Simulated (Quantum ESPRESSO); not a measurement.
Field gradients of ZnS from the PAW reconstruction of the field gradient on a scalar-relativistic PBE ground state (a modified build of Quantum ESPRESSO, JTH datasets), 20 Ha, k-mesh 7×7×2 through Γ:

```
CELL_PARAMETERS angstrom
      3.80796     0.00000     0.00000
     -1.90398     3.29779     0.00000
      0.00000     0.00000    18.67874
ATOMIC_POSITIONS crystal
  Zn 0.33333 0.66667 0.83326
  Zn 0.66667 0.33333 0.33326
  Zn 0.66667 0.33333 0.66686
  Zn 0.33333 0.66667 0.16686
  Zn 0.00000 0.00000 0.49994
  Zn 0.00000 0.00000 0.99994
  S  0.33333 0.66667 0.95812
  S  0.66667 0.33333 0.45812
  S  0.66667 0.33333 0.79171
  S  0.33333 0.66667 0.29171
  S  0.00000 0.00000 0.62511
  S  0.00000 0.00000 0.12511
```
The cell comes from the Materials Project (a computed structure). It is ZnS in P6₃mc, a polytype of 6 double layers. Stability against distortions was not tested.

Vzz is the sum of three terms, each taken along its main axis: the smooth valence density, the ions (nucleus and frozen core) with the augmentation charges of all other spheres, and the all-electron minus smooth density in the atom's own sphere. The split hangs on the datasets.  Cores are frozen. Against all-electron runs on small test molecules, this scheme's |Vzz| missed by −3 % on S.

```
site               smooth valence density  ions and other spheres  own sphere  Vzz (a.u.)
-----------------  ----------------------  ----------------------  ----------  ----------
S3 (atoms 11, 12)                   0.002                   0.000         [?]         [?]
```

**Question.** Complete the blanks.

**Answer.** 
- S3 (atoms 11, 12), own sphere: 0.020
- S3 (atoms 11, 12), Vzz (a.u.): 0.022
